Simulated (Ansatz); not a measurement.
Sr (fcc, Cu type)

```
Sr
1.0
    0.00000     3.01446     3.01446
    3.01446     0.00000     3.01446
    3.01446     3.01446     0.00000
Sr
1
Direct
  0.00000   0.00000   0.00000
```

E(V) scan at fixed shape, V₀ the volume above. Symmetry pins the atoms to their sites.

Computed with PBE (plane waves to 420 eV, PAW, scalar-relativistic; Ansatz, a quantum-chemistry and plane-wave program). k mesh 13×13×13 (Γ-centred), Fermi-Dirac smearing 0.05 eV. The energy includes the smearing's −TS. Compression counts positive. Sr was relaxed with its symmetry unable to fall. ΔE is measured from the relaxed starting cell. The last digit holds for this mesh only.

```tsv
V (Å³/atom)	ΔE (meV/atom)
51.498	8.0
52.045	withheld
52.593	3.5
53.141	2.0
53.689	0.9
54.237	0.2
54.785	0.0
55.332	0.2
55.880	0.7
56.428	1.6
56.976	2.9
57.524	4.5
58.072	6.4
```

### Question
Fit a third-order Birch-Murnaghan form (E₀, V₀, B₀, B₀′ free) to the given rows and predict ΔE at V = 52.045.

### Answer
Least squares on the 12 given rows: ΔE = E₀ + (9V₀B₀/16)·y²·[2 + (B₀′ − 4)y], y = (V₀/V)^(2/3) − 1, with V₀ = 54.832 Å³/atom, B₀ = 11.61 GPa (160.2 GPa = 1 eV/Å³; the term in eV is multiplied by 1000), B₀′ = 3.12, E₀ = 0.00 meV/atom; root-mean-square residual 0.02 meV/atom. At 52.045 the fit gives 5.5 meV/atom; the calculation gives 5.5 meV/atom, the same to the digits shown. For the pressure the fit gives 0.7 GPa against the computed 0.7 GPa.

(Under strain, the slope of the energy per volume gives the stress and its curvature an elastic modulus.)
